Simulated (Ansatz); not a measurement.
A trial structure of GaGeO was built thus: random cell by space group and Wyckoff sites (Cmmm, No. 65). Lengths were set from tabulated atomic sizes, so they are only a guess.

```cif
data_structure
_symmetry_space_group_name_H-M 'Cmmm'
_symmetry_Int_Tables_number 65
_cell_length_a 4.9900
_cell_length_b 5.0693
_cell_length_c 4.1533
_cell_angle_alpha 90.000
_cell_angle_beta 90.000
_cell_angle_gamma 90.000
_cell_volume 105.06
loop_
_atom_site_label
_atom_site_type_symbol
_atom_site_symmetry_multiplicity
_atom_site_Wyckoff_symbol
_atom_site_fract_x
_atom_site_fract_y
_atom_site_fract_z
_atom_site_occupancy
Ga1 Ga 2 b 0.50000 0.00000 0.00000 1
Ge1 Ge 2 c 0.50000 0.00000 0.50000 1
O1 O 2 a 0.00000 0.00000 0.00000 1
```

The calculation used DFT PBE, scalar-relativistic, plane waves, PAW (Ansatz 0.2.0). Cutoff 420 eV, Gaussian smearing, Γ-centred meshes. Cell and atoms relax first on a coarse mesh and then on a finer one. In between, the cell is made exact in the group found at 0.06 Å. In metals the finer mesh still leaves noise of several meV/atom or more. The steps can't lower the symmetry of their start. No spin polarisation.

A guess keeps its type if space group and coordination stay and the shape of the cell changes little (axis ratios within about 15 %, angles within 6°); the volume may change.

Question: Does it keep its structure type, or change into something else?

Answer: It doesn't keep its type. The symmetry goes from Cmmm (No. 65) to P4/mmm (No. 123). The volume per atom shrinks by 13.6 %, from 17.5 to 15.1 Å³. The shortest distance goes from 2.08 Å (Ga–Ge) to 2.04 Å (Ga–O). Counting neighbours within 15 % of an atom's shortest distance, the start has Ga 2, Ge 2, O 4 and the end Ga 4, Ge 6, O 4. In detail, at the end Ga is surrounded by 4 O at 2.04 Å and 2 Ge at 2.72 Å; around Ge lie 2 Ga at 2.72 Å and 4 Ge at 2.89 Å; around O lie 4 Ga at 2.04 Å.

```yaml
crystal:
  lattice:
    - [2.88763, 0.00000, 0.00000]
    - [0.00000, 2.88763, 0.00000]
    - [0.00000, 0.00000, 5.44428]
  atoms:
    - { symbol: Ga, position: [0.50000, 0.50000, 0.00000] }
    - { symbol: Ge, position: [0.50000, 0.50000, 0.50000] }
    - { symbol: O, position: [0.00000, 0.00000, 0.00000] }
```

The last run used a 16×16×8 mesh (in the run's order of axes) for its 3-atom cell and Gaussian smearing of 0.10 eV. An odd number of electrons in the primitive cell allows no gap without spin; a larger cell or a magnetic state could open one. Symmetry constrained the relaxation, so the result can be a saddle point.
